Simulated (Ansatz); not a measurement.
NaI (Fm-3m): from strained cells to moduli

```xyz
2
Lattice="0.0000 3.1311 3.1311 3.1311 0.0000 3.1311 3.1311 3.1311 0.0000" Properties=species:S:1:pos:R:3 pbc="T T T"
Na    0.0000    0.0000    0.0000
I     3.1311    3.1311    3.1311
```

Computed, not measured; unless marked otherwise by LDA, all-electron LAPW in Ansatz 0.2.0, scalar-relativistic. k mesh 6×6×6, fixed occupations, basis error target 1 meV/atom. The cell was relaxed by PAW under this functional, which moved its volume by -9 % from the database entry's.

The cell is cubic and carries a residual pressure of -0.01 GPa at this level. Each strain component that symmetry leaves independent is applied at ±0.005, the ions relax wherever a strain frees them, and the stress (tension positive, GPa) is read. Shears are engineering strains, γ = 2ε.

```csv
strain,size,σxx,σyy,σzz,σyz,σxz,σxy
xx,-0.005,-0.2142,-0.0311,-0.0311,0.0000,0.0000,0.0000
xx,+0.005,0.2282,0.0584,0.0584,0.0000,0.0000,0.0000
yz,-0.005,0.0144,0.0140,0.0140,-0.0383,0.0000,0.0000
yz,+0.005,0.0144,0.0140,0.0140,0.0383,0.0000,0.0000
```

A central difference gives one constant, for example C11 ≈ (0.2282 − (-0.2142))/(0.01) = 44.2 GPa; the program then imposes the crystal's symmetry on the whole matrix.

Q: What are the independent elastic constants?

A: C11 = 44.2, C12 = 8.9, C44 = 7.7 GPa.

Q: Do they meet the Born conditions?

A: C11 − C12 = 35.3, C11 + 2C12 = 62.1 and C44 = 7.7 GPa must all be positive, so the crystal is elastically stable; that says nothing yet of its phonons.

Q: What moduli does a random aggregate of grains have?

A: B = (C11 + 2C12)/3 = 20.7 GPa. G_V = (C11 − C12 + 3C44)/5 = 11.7 and G_R = 5(C11 − C12)C44/(4C44 + 3(C11 − C12)) = 9.9, so G_H = 10.8 GPa. Then E = 9BG/(3B + G) = 27.6 GPa, ν = (3B − 2G)/(6B + 2G) = 0.278 and B/G = 1.92, on the ductile side of Pugh's 1.75 (a rule of thumb, made for metals; it doesn't predict ductility here).

Q: With the density of 4.054 g/cm³, how fast does sound travel, and what Debye temperature follows?

A: 

```json
{"direction": "[100]", "slow (m/s)": "1375", "middle (m/s)": "1375", "fast (m/s)": "3304"}
{"direction": "[110]", "slow (m/s)": "1375", "middle (m/s)": "2086", "fast (m/s)": "2907"}
{"direction": "[111]", "slow (m/s)": "1879", "middle (m/s)": "1879", "fast (m/s)": "2762"}
```

The mean of v⁻³ over directions and branches gives v_m = 1786 m/s and θ_D = (ħ/k_B) v_m (6π²n)^(1/3) = 170 K, n being atoms per volume. Young's modulus spans 20 to 41 GPa over directions, and the universal anisotropy index is 0.89.

Q: How far do the constants move if PAW replaces LAPW in the same cell?

A: 

| constant | LAPW (GPa) | PAW (GPa) | difference |
| --- | --- | --- | --- |
| C11 | 44.2 | 44.2 | 0.0 |
| C12 | 8.9 | 9.0 | 0.1 |
| C44 | 7.7 | 7.6 | -0.1 |

Q: How far do the constants move if all-electron PAW (datasets made for the crystal) replaces LAPW in the same cell?

A: 

```json
{"constant": "C11", "LAPW (GPa)": "44.2", "all-electron PAW (datasets made for the crystal) (GPa)": "44.2", "difference": "0.0"}
{"constant": "C12", "LAPW (GPa)": "8.9", "all-electron PAW (datasets made for the crystal) (GPa)": "9.0", "difference": "0.1"}
{"constant": "C44", "LAPW (GPa)": "7.7", "all-electron PAW (datasets made for the crystal) (GPa)": "7.6", "difference": "-0.1"}
```

Q: How do the constants change if the ions are clamped to the homogeneous strain?

A: None moves by more than 0.3 GPa: by symmetry a homogeneous strain puts no force on these sites.

Q: What happens at 5 GPa (cell relaxed there)?

A: The volume falls to 0.8489 of its value, and C11 = 94.5, C12 = 16.8, C44 = 9.0 GPa (slopes of the stress), in this structure whether or not another phase takes over.

Known limits: the frozen-core PAW files of the compared runs were fitted under PBE, their cores solved anew for this functional.
